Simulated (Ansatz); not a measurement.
input.yaml

```yaml
crystal:
  lattice:
    - [4.9535723253, 0.0, 0.0]
    - [-2.4767861626, 4.2899194732, 0.0]
    - [0.0, 0.0, 3.9856684965]
  atoms:
    - { symbol: Al, position: [0.6666666667, 0.3333333333, 0.25] }
    - { symbol: Al, position: [0.3333333333, 0.6666666667, 0.75] }
    - { symbol: Ni, position: [0.3287003692, 0.1643501846, 0.75], spin: -0.2 }
    - { symbol: Ni, position: [0.8356498154, 0.1643501846, 0.75], spin: -0.2 }
    - { symbol: Ni, position: [0.8356498154, 0.6712996308, 0.75], spin: -0.2 }
    - { symbol: Ni, position: [0.6712996308, 0.8356498154, 0.25], spin: -0.2 }
    - { symbol: Ni, position: [0.1643501846, 0.8356498154, 0.25], spin: -0.2 }
    - { symbol: Ni, position: [0.1643501846, 0.3287003692, 0.25], spin: -0.2 }
basis:
  ecutwfc: 420
kpoints:
  mp_grid: { grid: [12, 12, 10] }
hamiltonian:
  xc: pbesol
scf:
  occupations: { method: gaussian, width: 0.1 }
output:
  forces: true
  stress: true
  eigenvalues: true
  populations: true
magnetization:
  spin_polarized: true
relax:
  adjacent_minimum: "off"
  f_tol: 0.01
  max_steps: 30
  cell: { stress_tol: 0.1, fix: [volume] }
```

Launched with
```bash
ansatz run input.yaml --threads 2 --pin off --max-ram 5120MiB --backend cpu --events-out ev --progress --plain --runs-dir out
```

Level of theory: DFT PBEsol, scalar-relativistic, plane waves, PAW in Ansatz 0.2.0.

Abridged output:

```
Pseudopotentials: kind: paw
Pseudopotential: Al, paw, valence charge 3, recommended cutoff 420 eV (normal)
Pseudopotential: Ni, paw, valence charge 18, recommended cutoff 420 eV (normal)
Functional definition: PBEsol
Crystal: 8 atoms, lattice volume = 84.697 Å³
Basis set: ecut = 420 eV, 1675 PW (Γ), exchange–correlation on 72×72×54 points (8 copies of the dense FFT grid, shifted against one another)
Bands: 70, of which v1, the nominal top of the filled ones, is band 57 counted from 1 (56 counted from 0)
Symmetry: 24 space group operations
Space group: P63/mmc (ITA 194), of the structure as read, at distance tolerance 4.4e-5 Å
Magnetic group: BNS 194.263 (UNI 1493), of the structure as read, at distance tolerance 4.4e-5 Å
k-points: 114 of 1440
Initial density: superposition of atomic densities (chi_scale 0.1, normalization cell)
Starting moments: Σ|m| = 1.2 μB on 6 of 8 sites
Initial wavefunctions: pseudopotential atomic-orbital guess
Functional: x = pbesol(κ = 0.804, μ = 0.12345679), c = pbesol(β = 0.046)
SCF iter   1: F=—  HF=-35876.644234 eV  |F-HF|=—  |Δ(HF+E_count)|=         —  Δρ=6.13e-2 (↑6.13e-2 ↓4.98e-2) dr2=5.94e0  dr2_m=3.22e-2  M=-1.179 μB ∫|m|=1.311 μB  β_m=0.30  ethr=3.10e-3  ⟨swp⟩=5.3  Hψ=55456  notcnv=0  defer=249
Mixer restart at iter 1: flushing history
spin=Collinear: Kerker preconditioning applied to the charge; magnetization (m = ρ↑ − ρ↓) channel mixes plain (no charge-response kernel on spin).
SCF iter   2: F=—  HF=-35874.969095 eV  |F-HF|=—  |Δ(HF+E_count)|=    1.68e0  Δρ=2.02e-2 (↑1.73e-2 ↓2.02e-2) dr2=6.71e-1  dr2_m=2.76e-2  M=-1.214 μB ∫|m|=1.378 μB  β_m=0.29  ethr=3.10e-3  ⟨swp⟩=2.1  Hψ=26210  notcnv=0  defer=1282
SCF iter   3: F=—  HF=-35877.299892 eV  |F-HF|=—  |Δ(HF+E_count)|=    2.33e0  Δρ=1.84e-2 (↑1.42e-2 ↓1.84e-2) dr2=6.84e-1  dr2_m=1.89e-2  M=-1.221 μB ∫|m|=1.400 μB  β_m=0.62  ethr=5.88e-4  ⟨swp⟩=2.9  Hψ=25326  notcnv=0  defer=1300
SCF iter   4: F=—  HF=-35881.905670 eV  |F-HF|=—  |Δ(HF+E_count)|=    4.61e0  Δρ=2.40e-2 (↑2.40e-2 ↓2.26e-2) dr2=1.57e0  dr2_m=7.84e-4  M=-1.124 μB ∫|m|=1.360 μB  β_m=0.80  ethr=5.88e-4  ⟨swp⟩=2.4  Hψ=25225  notcnv=0  defer=1299
SCF iter   5: F=—  HF=-35882.379602 eV  |F-HF|=—  |Δ(HF+E_count)|=   4.74e-1  Δρ=3.02e-3 (↑3.02e-3 ↓2.77e-3) dr2=6.33e-2  dr2_m=2.01e-4  M=-1.000 μB ∫|m|=1.218 μB  β_m=0.91  ethr=5.88e-4  ⟨swp⟩=2.6  Hψ=27705  notcnv=0  defer=1452
SCF iter   6: F=—  HF=-35882.359521 eV  |F-HF|=—  |Δ(HF+E_count)|=         —  Δρ=5.18e-3 (↑5.18e-3 ↓4.99e-3) dr2=4.95e-2  dr2_m=1.15e-5  M=-0.987 μB ∫|m|=1.196 μB  β_m=0.91  ethr=5.56e-5  ⟨swp⟩=2.0  Hψ=25106  notcnv=0  defer=1452
Mixer restart at iter 6: flushing history
SCF iter   7: F=—  HF=-35882.396810 eV  |F-HF|=—  |Δ(HF+E_count)|=   3.73e-2  Δρ=7.10e-3 (↑7.10e-3 ↓6.01e-3) dr2=7.10e-2  dr2_m=2.69e-4  M=-0.963 μB ∫|m|=1.169 μB  β_m=0.47  ethr=4.34e-5  ⟨swp⟩=2.0  Hψ=31524  notcnv=0  defer=1450
SCF iter   8: F=—  HF=-35882.367441 eV  |F-HF|=—  |Δ(HF+E_count)|=   2.94e-2  Δρ=6.60e-4 (↑5.88e-4 ↓6.60e-4) dr2=3.91e-4  dr2_m=3.08e-6  M=-0.984 μB ∫|m|=1.192 μB  β_m=0.76  ethr=4.34e-5  ⟨swp⟩=2.0  Hψ=24159  notcnv=0  defer=1450
SCF iter   9: F=—  HF=-35882.367030 eV  |F-HF|=—  |Δ(HF+E_count)|=   4.12e-4  Δρ=3.42e-4 (↑1.83e-4 ↓3.42e-4) dr2=6.53e-5  dr2_m=8.73e-6  M=-0.993 μB ∫|m|=1.202 μB  β_m=0.88  ethr=3.43e-7  ⟨swp⟩=2.1  Hψ=28068  notcnv=0  defer=1450
SCF iter  10: F=—  HF=-35882.367076 eV  |F-HF|=—  |Δ(HF+E_count)|=   4.69e-5  Δρ=6.02e-5 (↑6.02e-5 ↓3.79e-5) dr2=6.22e-6  dr2_m=2.49e-7  M=-0.993 μB ∫|m|=1.202 μB  β_m=0.94  ethr=5.73e-8  ⟨swp⟩=2.1  Hψ=28838  notcnv=0  defer=1447
SCF iter  11: F=—  HF=-35882.367081 eV  |F-HF|=—  |Δ(HF+E_count)|=   4.68e-6  Δρ=3.55e-5 (↑3.55e-5 ↓1.85e-5) dr2=1.56e-6  dr2_m=6.56e-8  M=-0.993 μB ∫|m|=1.202 μB  β_m=0.97  ethr=5.45e-9  ⟨swp⟩=2.0  Hψ=20832  notcnv=0  defer=1448
SCF iter  12: F=—  HF=-35882.367081 eV  |F-HF|=—  |Δ(HF+E_count)|=   5.39e-8  Δρ=4.52e-6 (↑4.52e-6 ↓4.07e-6) dr2=4.26e-8  dr2_m=1.09e-10  M=-0.993 μB ∫|m|=1.203 μB  β_m=0.99  ethr=1.37e-9  ⟨swp⟩=2.0  Hψ=22099  notcnv=0  defer=1448
SCF iter  13: F=-35882.367081 eV  HF=-35882.367081 eV  |F-HF|=1.73e-8  |Δ(HF+E_count)|=   1.82e-8  Δρ=3.60e-6 (↑3.60e-6 ↓2.41e-6) dr2=2.10e-8  dr2_m=3.09e-10  M=-0.993 μB ∫|m|=1.203 μB  ethr=3.74e-11  ⟨swp⟩=7.5  Hψ=67286  notcnv=0
SCF 1 converged in 13 iterations: F = -35882.367081 eV  dr2 = 2.10e-8
relax step   1: F+E_penalty+E_count = -35882.36708108 eV  Δ(F+E_penalty+E_count) = +0.000e0 eV  max|allowed force component| = 3.520e-2 eV/Å  Δτ_max = 0.0000 Å  P = +6.675 GPa  Ω = 84.697 Å³  fix = [volume]  reactions: volume +6.675 GPa (13 SCF iters, dr2 threshold 1.00e-7 eV, accepted)
Initial density: handed on by an earlier stage of this run
Starting moments: Σ|m| = 1.2 μB on 6 of 8 sites; this step starts from the density that it was given
Initial wavefunctions: those handed on with the density
SCF iter   1: F=—  HF=-35882.367210 eV  |F-HF|=—  |Δ(HF+E_count)|=         —  Δρ=8.83e-5 (↑8.83e-5 ↓6.10e-5) dr2=3.50e-5  dr2_m=6.74e-7  M=-0.993 μB ∫|m|=1.202 μB  β_m=0.65  ethr=3.28e-8  ⟨swp⟩=2.2  Hψ=57886  notcnv=0
SCF iter   2: F=—  HF=-35882.367207 eV  |F-HF|=—  |Δ(HF+E_count)|=   2.73e-6  Δρ=4.90e-5 (↑4.90e-5 ↓4.42e-5) dr2=2.43e-5  dr2_m=8.06e-8  M=-0.993 μB ∫|m|=1.202 μB  β_m=0.33  ethr=3.07e-8  ⟨swp⟩=2.0  Hψ=23413  notcnv=0
SCF iter   3: F=—  HF=-35882.367199 eV  |F-HF|=—  |Δ(HF+E_count)|=   7.38e-6  Δρ=2.84e-5 (↑2.84e-5 ↓1.42e-5) dr2=1.48e-7  dr2_m=1.31e-7  M=-0.993 μB ∫|m|=1.202 μB  β_m=0.54  ethr=2.13e-8  ⟨swp⟩=2.0  Hψ=23017  notcnv=0
SCF iter   4: F=—  HF=-35882.367200 eV  |F-HF|=—  |Δ(HF+E_count)|=   2.18e-7  Δρ=1.70e-5 (↑1.70e-5 ↓1.06e-5) dr2=3.27e-7  dr2_m=1.33e-8  M=-0.993 μB ∫|m|=1.202 μB  β_m=0.54  ethr=1.30e-10  ⟨swp⟩=2.0  Hψ=29092  notcnv=0
SCF iter   5: F=—  HF=-35882.367200 eV  |F-HF|=—  |Δ(HF+E_count)|=   9.02e-8  Δρ=6.45e-6 (↑6.45e-6 ↓5.41e-6) dr2=8.11e-8  dr2_m=5.79e-10  M=-0.993 μB ∫|m|=1.202 μB  β_m=0.58  ethr=1.30e-10  ⟨swp⟩=2.1  Hψ=25599  notcnv=0
SCF iter   6: F=-35882.367200 eV  HF=-35882.367200 eV  |F-HF|=1.35e-8  |Δ(HF+E_count)|=   9.01e-9  Δρ=3.10e-6 (↑3.10e-6 ↓2.25e-6) dr2=1.62e-8  dr2_m=2.30e-10  M=-0.993 μB ∫|m|=1.202 μB  ethr=6.79e-11  ⟨swp⟩=3.0  Hψ=43091  notcnv=0
SCF 2 converged in 6 iterations: F = -35882.367200 eV  dr2 = 1.62e-8
relax step   2: F+E_penalty+E_count = -35882.36719953 eV  Δ(F+E_penalty+E_count) = -1.184e-4 eV  max|allowed force component| = 2.110e-2 eV/Å  Δτ_max = 0.0007 Å  P = +6.664 GPa  Ω = 84.697 Å³  energy of the carried Pulay correction = +1.023e-17 eV  fix = [volume]  reactions: volume +6.664 GPa (6 SCF iters, dr2 threshold 7.74e-8 eV, accepted)
SCF iter   1: F=—  HF=-35882.367288 eV  |F-HF|=—  |Δ(HF+E_count)|=         —  Δρ=1.32e-4 (↑1.32e-4 ↓9.14e-5) dr2=7.85e-5  dr2_m=1.52e-6  M=-0.992 μB ∫|m|=1.201 μB  β_m=0.65  ethr=7.36e-8  ⟨swp⟩=2.2  Hψ=59037  notcnv=0
SCF iter   2: F=—  HF=-35882.367282 eV  |F-HF|=—  |Δ(HF+E_count)|=   5.53e-6  Δρ=7.38e-5 (↑7.38e-5 ↓6.64e-5) dr2=5.50e-5  dr2_m=1.85e-7  M=-0.992 μB ∫|m|=1.201 μB  β_m=0.33  ethr=6.89e-8  ⟨swp⟩=2.0  Hψ=23417  notcnv=0
SCF iter   3: F=—  HF=-35882.367266 eV  |F-HF|=—  |Δ(HF+E_count)|=   1.67e-5  Δρ=4.26e-5 (↑4.26e-5 ↓2.18e-5) dr2=3.48e-7  dr2_m=2.95e-7  M=-0.992 μB ∫|m|=1.201 μB  β_m=0.52  ethr=4.83e-8  ⟨swp⟩=2.0  Hψ=23010  notcnv=0
SCF iter   4: F=—  HF=-35882.367266 eV  |F-HF|=—  |Δ(HF+E_count)|=   5.08e-7  Δρ=2.63e-5 (↑2.63e-5 ↓1.59e-5) dr2=7.34e-7  dr2_m=3.69e-8  M=-0.992 μB ∫|m|=1.201 μB  β_m=0.52  ethr=3.05e-10  ⟨swp⟩=2.0  Hψ=29099  notcnv=0
SCF iter   5: F=—  HF=-35882.367266 eV  |F-HF|=—  |Δ(HF+E_count)|=   2.33e-7  Δρ=4.36e-6 (↑2.33e-6 ↓4.36e-6) dr2=2.29e-8  dr2_m=2.12e-9  M=-0.992 μB ∫|m|=1.201 μB  β_m=0.59  ethr=3.05e-10  ⟨swp⟩=2.5  Hψ=28656  notcnv=0
SCF iter   6: F=—  HF=-35882.367266 eV  |F-HF|=—  |Δ(HF+E_count)|=   1.01e-8  Δρ=1.24e-6 (↑1.23e-6 ↓1.24e-6) dr2=2.65e-9  dr2_m=2.16e-10  M=-0.992 μB ∫|m|=1.201 μB  β_m=0.69  ethr=2.01e-11  ⟨swp⟩=2.0  Hψ=22492  notcnv=0
SCF iter   7: F=-35882.367266 eV  HF=-35882.367266 eV  |F-HF|=1.58e-8  |Δ(HF+E_count)|=   1.01e-8  Δρ=3.60e-6 (↑3.60e-6 ↓2.09e-6) dr2=1.85e-8  dr2_m=4.89e-10  M=-0.992 μB ∫|m|=1.201 μB  ethr=2.32e-12  ⟨swp⟩=2.0  Hψ=45654  notcnv=0
SCF 3 converged in 7 iterations: F = -35882.367266 eV  dr2 = 1.85e-8
relax step   3: F+E_penalty+E_count = -35882.36726590 eV  Δ(F+E_penalty+E_count) = -6.637e-5 eV  max|allowed force component| = 3.610e-5 eV/Å  Δτ_max = 0.0010 Å  P = +6.650 GPa  Ω = 84.697 Å³  energy of the carried Pulay correction = +2.046e-17 eV  fix = [volume]  reactions: volume +6.650 GPa (7 SCF iters, dr2 threshold 2.78e-8 eV, accepted)
Initial wavefunctions: pseudopotential atomic-orbital guess (no wavefunctions were taken with the density)
SCF iter   1: F=—  HF=-35882.367261 eV  |F-HF|=—  |Δ(HF+E_count)|=         —  Δρ=9.80e-7 (↑9.80e-7 ↓4.40e-7) dr2=1.10e-9  dr2_m=7.70e-11  M=-0.992 μB ∫|m|=1.201 μB  β_m=0.65  ethr=1.59e-8  ⟨swp⟩=4.0  Hψ=104347  notcnv=0
SCF iter   2: F=—  HF=-35882.367261 eV  |F-HF|=—  |Δ(HF+E_count)|=   4.04e-8  Δρ=9.02e-7 (↑4.43e-7 ↓9.02e-7) dr2=7.72e-10  dr2_m=5.40e-11  M=-0.992 μB ∫|m|=1.201 μB  β_m=0.35  ethr=1.00e-12  ⟨swp⟩=3.0  Hψ=37934  notcnv=0
SCF iter   3: F=—  HF=-35882.367261 eV  |F-HF|=—  |Δ(HF+E_count)|=  5.60e-10  Δρ=5.52e-7 (↑5.52e-7 ↓1.44e-7) dr2=2.43e-10  dr2_m=4.54e-11  M=-0.992 μB ∫|m|=1.201 μB  β_m=0.47  ethr=1.00e-12  ⟨swp⟩=2.0  Hψ=22744  notcnv=0
SCF iter   4: F=—  HF=-35882.367261 eV  |F-HF|=—  |Δ(HF+E_count)|=  8.59e-10  Δρ=2.65e-7 (↑2.65e-7 ↓2.16e-7) dr2=5.53e-12  dr2_m=4.32e-11  M=-0.992 μB ∫|m|=1.201 μB  β_m=0.73  ethr=1.00e-12  ⟨swp⟩=2.0  Hψ=21490  notcnv=0
SCF iter   5: F=-35882.367261 eV  HF=-35882.367261 eV  |F-HF|=2.18e-11  |Δ(HF+E_count)|=  2.55e-10  Δρ=9.08e-8 (↑9.08e-8 ↓8.41e-8) dr2=5.15e-12  dr2_m=4.94e-12  M=-0.992 μB ∫|m|=1.201 μB  ethr=1.00e-12  ⟨swp⟩=2.5  Hψ=49010  notcnv=0
SCF 4 converged in 5 iterations: F = -35882.367261 eV  dr2 = 5.15e-12
SCF converged after 5 iterations
Magnetization: -0.9918 μB (56.5041 up, 57.4959 down)
Absolute magnetization: 1.2017 μB (∫|ρ↑−ρ↓|, with the PAW one-centre terms)
Spin contamination: 0.0108 ħ² per cell (⟨S²⟩ above its minimum at these occupations)
Per-site moments (μB) at R_I (Å): [(0.01037819, 1.01631224), (0.01037819, 1.01631224), (-0.18115547, 1.00756447), (-0.18115547, 1.00756447), (-0.18115547, 1.00756447), (-0.18115547, 1.00756447), (-0.18115547, 1.00756447), (-0.18115547, 1.00756447)]
Free energy (F): -35882.367261 eV
Harris-Foulkes:  -35882.367261 eV  (|F-HF|=2.18e-11)
Internal energy: -35882.324613 eV  (E = F + TS)
E sigma→0 (E₀):  -35882.345937 eV
Entropy (-TS):   -0.042648 eV (-5.331 meV/atom)
Fermi energy:    17.000602 eV
--- Per-component energies (eV) ---
  E_band       = -1741.553743
  E_kinetic    = 1766.275878
  E_local      = -23614.088283  (includes V_loc(G=0)·N_el)
  E_nonlocal   = 3840.359364
  E_hartree    = 10073.312269
  E_xc         = -594.983154
  E_vxc        = -726.493302  (∫ρ·V_xc dr)
  E_paw        = -10482.537198  (= ΣΔE_a)
  E_vpaw       = -3154.234889  (= ΣTr[D̂ρ^β])
  E_aug_tail   = 0.002977  (compensation charges beyond the density's cutoff)
  E_ewald      = -16871.888476
  E_core_change = 1.222011  (= ΣΔE_core)
  E_smearing   = -0.042648  (= −TS)
--- Forces (eV/Å), atoms counted from 1 ---
  atom   1  Al     0.00000000     0.00000000     0.00000000
  atom   2  Al     0.00000000     0.00000000     0.00000000
  atom   3  Ni    -0.00004568    -0.00002638     0.00000000
  atom   4  Ni     0.00004568    -0.00002638     0.00000000
  atom   5  Ni     0.00000000     0.00005275     0.00000000
  atom   6  Ni     0.00004568     0.00002638     0.00000000
  atom   7  Ni    -0.00004568     0.00002638     0.00000000
  atom   8  Ni     0.00000000    -0.00005275     0.00000000
--- Stress (GPa, compression-positive) ---
        6.651372       0.000000       0.000000
        0.000000       6.651372       0.000000
        0.000000       0.000000       6.650420
  P = ⅓ Tr σ = 6.6511 GPa (66.511 kbar)
--- Band table (eV; the first three rows and the last of 228) ---
  k-point 0 ↑: bands = ["-85.6485", "-85.6221", "-85.6221", "-85.6187", "-85.6074", "-85.6074", "-46.2897", "-46.2711", "-46.2381", "-46.2381", "-46.2291", "-46.2240", "-46.2240", "-46.2210", "-46.2210", "-46.1834", "-46.1333", "-46.1333", "-46.1187", "-46.1037", "-46.0868", "-46.0868", "-46.0859", "-46.0859", "6.5133", "11.2757", "12.7337", "12.7337", "12.8900", "12.9422", "13.0025", "13.2741", "13.2741", "13.6519", "13.6519", "13.8775", "13.8775", "14.7134", "14.7653", "14.9162", "15.0562", "15.0562", "15.2797", "15.2797", "15.3951", "15.9280", "15.9280", "16.0380", "16.0380", "16.2641", "16.2641", "16.3196", "16.3196", "16.7290", "17.0284", "17.1470", "17.1783", "17.9166", "17.9166", "18. ...
  k-point 1 ↑: bands = ["-85.6478", "-85.6218", "-85.6218", "-85.6194", "-85.6078", "-85.6078", "-46.2875", "-46.2709", "-46.2496", "-46.2496", "-46.2278", "-46.2250", "-46.2250", "-46.2097", "-46.2097", "-46.1818", "-46.1319", "-46.1319", "-46.1203", "-46.1074", "-46.0869", "-46.0869", "-46.0861", "-46.0861", "6.6115", "11.2109", "12.7658", "12.7658", "12.7987", "12.9319", "12.9968", "13.2584", "13.2584", "13.6700", "13.6700", "13.9137", "13.9137", "14.4194", "14.9603", "15.1714", "15.1714", "15.1727", "15.1780", "15.2631", "15.2631", "15.9112", "15.9112", "15.9765", "15.9765", "16.3077", "16.3077", "16.3208", "16.3208", "16.6739", "17.0122", "17.0978", "17.1752", "17.8360", "17.8360", "18. ...
  k-point 2 ↑: bands = ["-85.6457", "-85.6215", "-85.6207", "-85.6207", "-85.6089", "-85.6089", "-46.2821", "-46.2703", "-46.2620", "-46.2620", "-46.2351", "-46.2351", "-46.2231", "-46.1892", "-46.1892", "-46.1773", "-46.1291", "-46.1291", "-46.1249", "-46.1184", "-46.0871", "-46.0871", "-46.0865", "-46.0865", "6.9034", "10.9796", "12.4340", "12.7423", "12.8452", "12.8452", "13.2127", "13.2127", "13.2728", "13.7437", "13.7437", "14.0240", "14.0240", "14.2451", "14.8257", "15.0903", "15.2261", "15.2261", "15.4794", "15.4794", "15.6127", "15.8620", "15.8620", "15.8683", "15.8683", "16.3308", "16.3308", "16.3653", "16.3653", "16.5542", "16.8581", "17.0681", "17.1661", "17.6005", "17.6005", "18. ...
  k-point 113 ↓: bands = ["-85.8507", "-85.8507", "-85.8477", "-85.8477", "-85.8398", "-85.8398", "-46.4743", "-46.4743", "-46.4655", "-46.4655", "-46.4506", "-46.4506", "-46.3946", "-46.3946", "-46.3824", "-46.3824", "-46.3644", "-46.3644", "-46.3598", "-46.3598", "-46.3411", "-46.3411", "-46.3257", "-46.3257", "10.5681", "10.5681", "11.0523", "11.0523", "11.8472", "11.8472", "13.4272", "13.4272", "13.9312", "13.9312", "14.0304", "14.0304", "14.0960", "14.0960", "14.2717", "14.2717", "14.6987", "14.6987", "15.0597", "15.0597", "15.1212", "15.1212", "15.6719", "15.6719", "15.6769", "15.6769", "16.2030", "16.2030", "16.2303", "16.2303", "16.5115", "16.5115", "16.6645", "16.6645", "16.8958", " ...
--- Relaxed structure (3 steps of the walk, 3 accepted, 1 SCFs on fresh bases) ---
  F+E_penalty+E_count = -35882.36726071 eV   max|allowed force component| = 5.275e-5 eV/Å   (the final SCF, on the basis selected at the relaxed cell)
  cell:  # Å, volume = 84.6972 Å³
    - [4.95286669, 0.0, 0.0]
    - [-2.47643334, 4.28930837, 0.0]
    - [0.0, 0.0, 3.98680425]
  atoms:
    - { symbol: Al, position: [0.66666666, 0.33333333, 0.24999999] }
    - { symbol: Al, position: [0.33333333, 0.66666666, 0.75] }
    - { symbol: Ni, position: [0.32909182, 0.16454591, 0.75] }
    - { symbol: Ni, position: [0.83545408, 0.16454591, 0.75] }
    - { symbol: Ni, position: [0.83545408, 0.67090817, 0.75] }
    - { symbol: Ni, position: [0.67090817, 0.83545408, 0.24999999] }
    - { symbol: Ni, position: [0.16454591, 0.83545408, 0.24999999] }
    - { symbol: Ni, position: [0.16454591, 0.32909182, 0.24999999] }
--- Löwdin populations: 8 sites ---
  site symbol q [e]    m [muB]
     0     Al      3.6195     0.0272
     1     Al      3.6195     0.0272
     2     Ni     17.6178    -0.1797
     3     Ni     17.6178    -0.1797
     4     Ni     17.6178    -0.1797
     5     Ni     17.6178    -0.1797
     6     Ni     17.6178    -0.1797
     7     Ni     17.6178    -0.1797
  spilling = 0.009246 (of n_electrons = 114.000000)
```

The relaxation met its thresholds.

The run took 4 min on 2 threads of Intel(R) Xeon(R) Platinum 8488C (Sapphire Rapids), on a shared host, peak memory 1.2 GiB.